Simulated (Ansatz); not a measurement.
Relaxed-ion elastic tensor of VCo₃ (Cu3Au type, Pm-3m) in GPa (Voigt order), LDA in the plane-wave PAW code Ansatz; density 9.35 g/cm³, 10.11 Å³ per atom.

```
455  223  223  0.0  0.0  0.0
223  455  223  0.0  0.0  0.0
223  223  455  0.0  0.0  0.0
0.0  0.0  0.0  226  0.0  0.0
0.0  0.0  0.0  0.0  226  0.0
0.0  0.0  0.0  0.0  0.0  226
```

Q: Is the crystal mechanically stable?

A: Yes: the smallest eigenvalue of C is 226 GPa.

Q: Work out the Voigt, Reuss and Hill averages.

A: K_V = 301, K_R = 301, K_H = 301; G_V = 182, G_R = 164, G_H = 173 GPa.

Q: Give Young's modulus, Poisson's ratio, Pugh's ratio and the universal anisotropy index.

A: E = 9KG/(3K + G) = 435 GPa; ν = 0.26; K/G = 1.74 (near the Pugh limit of 1.75, no verdict); A_U = 5G_V/G_R + K_V/K_R − 6 = 0.55.

Q: Estimate the sound speeds and the Debye temperature.

A: v_l = √((K + 4G/3)/ρ) = 7540 m/s, v_t = √(G/ρ) = 4300 m/s, mean 4780 m/s; Θ = (h/k)(3n/4πV)^(1/3) v_m = 658 K.

Q: Give the Zener ratio and Young's modulus along [100], [110] and [111].

A: A = 2C44/(C11 − C12) = 1.94; 1/E = S11 − 2(S11 − S12 − S44/2)Γ with Γ = 0, 1/4, 1/3 gives 308, 456, 542 GPa.

Q: Solve the Christoffel equation for the three sound speeds along [100], [110], [111].

A: Eigenvalues of C_ijkl n_j n_l equal ρv². In km/s, slowest first: [100] 4.91, 4.91, 6.98; [110] 3.52, 4.91, 7.77; [111] 4.04, 4.04, 8.02.

The first step of the workflow began from a Materials Project structure, measured or hypothetical; the Crystallography Open Database copy checked does not list it. With V and Co taken as one species the cell has the higher symmetry Fm-3m, so it may be an ordered model of a mixed-site phase. Its standing as an ambient phase is unchecked. The LDA relaxation kept the symmetry of its start; of distortions, only those at the zone centre were tested. The run is not spin-polarised. As this level gives no gap, shear constants depend on the k-mesh and smearing (Fermi–Dirac, 0.1 eV here). On the denser mesh and wider smearing of the elastic run this cell carries a stress of 0.3 GPa.

Potentials: the earlier of the program's two PAW sets.
